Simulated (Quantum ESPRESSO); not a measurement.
```
RbO2H3
1.0
    2.11052    -5.43729     0.00000
    2.11052     5.43729     0.00000
    0.00000     0.00000     5.93979
H O Rb
6 4 2
Direct
  0.51039   0.48961   0.97840
  0.48961   0.51039   0.47840
  0.69909   0.91489   0.70055
  0.30091   0.08511   0.20055
  0.08511   0.30091   0.70055
  0.91489   0.69909   0.20055
  0.15861   0.84139   0.24457
  0.84139   0.15861   0.74457
  0.53340   0.46660   0.13644
  0.46660   0.53340   0.63644
  0.15368   0.84632   0.73538
  0.84632   0.15368   0.23538
```

The geometry is that of Materials Project entry mp-28264, symmetrised and not relaxed again.

### Question
What does LDA (Quantum ESPRESSO, PseudoDojo norm-conserving, 84 Ry, no spin-orbit coupling) give for the electronic structure near the Fermi level?

### Answer
The LDA gap is indirect, 4.26 eV, from 50 % of the way from Y to X1 to Γ; the smallest direct gap is 4.29 eV. 

The structure is a Materials Project entry; no match was found in the copy of COD used, and its stability was not checked.

Letters of k points follow the standard setting of the lattice, whose axes may be ordered differently from the printed cell.
